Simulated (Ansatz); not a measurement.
Be₂C:
```yaml
crystal:
  lattice:
    - [0.00000, 2.15499, 2.15499]
    - [2.15499, 0.00000, 2.15499]
    - [2.15499, 2.15499, 0.00000]
  atoms:
    - { symbol: Be, position: [0.75000, 0.75000, 0.75000] }
    - { symbol: Be, position: [0.25000, 0.25000, 0.25000] }
    - { symbol: C, position: [0.00000, 0.00000, 0.00000] }
```

Tensor components refer to the Cartesian frame of this cell.

**Question.** Give the high-frequency dielectric tensor and the Born effective charge tensors of the independent atoms from DFPT, plane-wave PAW PBEsol (Ansatz code).

**Answer.** 
ε∞:
```
6.98  0.00  0.00
0.00  6.98  0.00
0.00  0.00  6.98
```
Z* of atom 1 (Be), rows: field, columns: displacement, in e:
```
1.53  0.00  0.00
0.00  1.53  0.00
0.00  0.00  1.53
```
Z* of atom 3 (C), rows: field, columns: displacement, in e:
```
-3.05   0.00   0.00
 0.00  -3.05   0.00
 0.00   0.00  -3.05
```

Space group Fm-3m (fluorite or antifluorite type). The cell was relaxed with PBEsol under the symmetry of its start.

Potentials: the earlier of the program's two PAW sets. The files were generated under PBE; for other functionals the program regenerates the frozen cores, and for LDA and PBEsol the local potential too.
